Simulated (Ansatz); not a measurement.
Al$_{2}$Ru:
```xyz
6
Lattice="0.0000 3.9878 4.3849 2.3507 0.0000 4.3849 2.3507 3.9878 0.0000" Properties=species:S:1:pos:R:3 pbc="T T T"
Al     1.1753     0.6295     2.1925
Al     1.1753     3.3583     2.1925
Al     2.3507     1.3644     4.3849
Al     2.3507     6.6112     4.3849
Ru     3.5260     5.9817     6.5774
Ru     2.3507     3.9878     4.3849
```

Relaxed with PBEsol.

Problem. List the phonon frequencies at the special points (DFPT on a 3×3×3 q-mesh, Fourier-interpolated; PBEsol (plane waves, PAW; program Ansatz)).

Solution. In cm⁻¹; no LO–TO term at Γ, as the run had none.

```tsv
q	frequencies
Γ	0 0 0 133 180 207 224 242 244 244 267 297 348 353 380 391 414 470
Y	124 124 137 137 211 211 213 213 257 257 282 282 378 378 381 381 445 445
T	158 158 159 159 197 197 224 224 272 272 283 283 340 340 391 391 434 434
Z	111 111 170 170 218 218 226 226 243 243 324 324 336 336 405 405 416 416
Σ0	152 157 161 167 175 205 218 246 270 273 293 303 319 361 367 369 434 456
U0	152 157 161 167 175 205 218 246 270 273 293 303 319 361 367 369 434 456
C0	155 155 173 173 184 184 222 222 238 238 314 314 335 335 391 391 436 436
A0	155 155 173 173 184 184 222 222 238 238 314 314 335 335 391 391 436 436
L	147 158 164 186 193 198 206 215 243 269 298 324 347 359 370 392 416 456
```

Space group Fddd. The first step of the workflow began from a Materials Project structure, measured or hypothetical; the Crystallography Open Database copy checked does not list it. With Al and Ru taken as one species the cell has the higher symmetry Fddd, so it may be an ordered model of a mixed-site phase. Its standing as an ambient phase is unchecked. The PBEsol relaxation kept the symmetry of its start; phonons on a q-mesh show no instability. No spin polarisation was allowed.

Potentials: the later of the program's two PAW sets.
